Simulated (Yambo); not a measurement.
KBr (rock salt, space group Fm-3m, No. 225), G0W0@PBEsol in Yambo (4×4×4 mesh, plasmon pole; 8 Ry block, no terminator). The number N of bands in W and G is varied.

| N | x = 1/N | gap Γ → Γ (eV) | shift of the valence edge (eV) |
|---|---|---|---|
| 42 | 0.02381 | 6.742 | -1.416 |
| 64 | 0.01562 | 6.807 | -1.597 |
| 95 | 0.01053 | 6.888 | -1.752 |
| 125 | 0.00800 | ? | ? |

Problem. Basis-set arguments suggest E = E∞ + A x. Fix A and E∞ from the two rows above the withheld one, predict the row at 125 bands, and test the form.

Solution. Gap: A = (6.888 − (6.807))/(0.01053 − 0.01562) = -15.9, E∞ = 7.056 eV, so 6.928 eV is predicted; the run gave 6.930 eV (miss 2 meV). The first two rows have slope -7.94, so the form doesn't hold yet over the whole range. Shift: A = (-1.752 − (-1.597))/(0.01053 − 0.01562) = 30.5, E∞ = -2.073 eV, so -1.829 eV is predicted; the run gave -1.833 eV (miss 4 meV). The first two rows have slope 22.1, so the form doesn't hold yet over the whole range. The other settings are held fixed.

Spin-orbit coupling is not included.

Geometry relaxed with PBEsol; primitive cell a = 4.631 Å, b = 4.631 Å, c = 4.631 Å, α = 60.00°, β = 60.00°, γ = 60.00°.

A shift is the quasiparticle energy of the state minus its PBEsol energy.
